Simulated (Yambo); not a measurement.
Yambo run on KMo$_{2}$AlO$_{8}$ (space group P-3m1, No. 164). The wavefunctions are PBEsol (pw.x of Quantum ESPRESSO, ONCV potentials, no spin-orbit coupling) ones on a 3×3×2 mesh (44 occupied bands); a = b = 5.6379 Å, c = 7.3183 Å, α = β = 90.00°, γ = 120.00°.

Yambo input:

```
rim_cut
gw0
dyson
el_el_corr
HF_and_locXC
ppa
em1d
RandQpts= 1000000
RandGvec= 1 Ry
EXXRLvcs= 84 Ry
VXCRLvcs= 336 Ry
Chimod= "HARTREE"
% BndsRnXp
 3 | 115 |
%
NGsBlkXp= 6 Ry
% LongDrXp
 1.0 | 1.0 | 1.0 |
%
PPAPntXp= 27.2114 eV
% GbndRnge
 1 | 226 |
%
GTermKind= "BG"
DysSolver= "n"
ExtendOut
% QPkrange
 1 | 1 | 44 | 45 |
%
```

k points by index: 1 = Γ.

Resulting energies as the program prints them:

```
#    K-point    Band    Eo [eV]    E [eV]    E-Eo [eV]    Vxc [eV]    Vnlxc [eV]    Sc|Eo [eV]    Sc|E [eV]    dSc/dw|Eo [eV]    Re(Z)    Im(Z)
#
    1    44    0.000000    -0.736773    -0.736773    -19.73683    -24.78502    4.092553    4.311415    -8.081576    0.771011    -0.001573
    1    45    3.679154    5.686543    2.007390    -18.75795    -13.49174    -2.773625    -3.258821    -6.576756    0.805351    -0.001337
```
(The two width columns are left out.) Convergence of these settings isn't established.

Geometry of the Materials Project entry, not relaxed at this level.

The structure is a Materials Project entry; no match was found in the copy of COD used, and its stability was not checked.
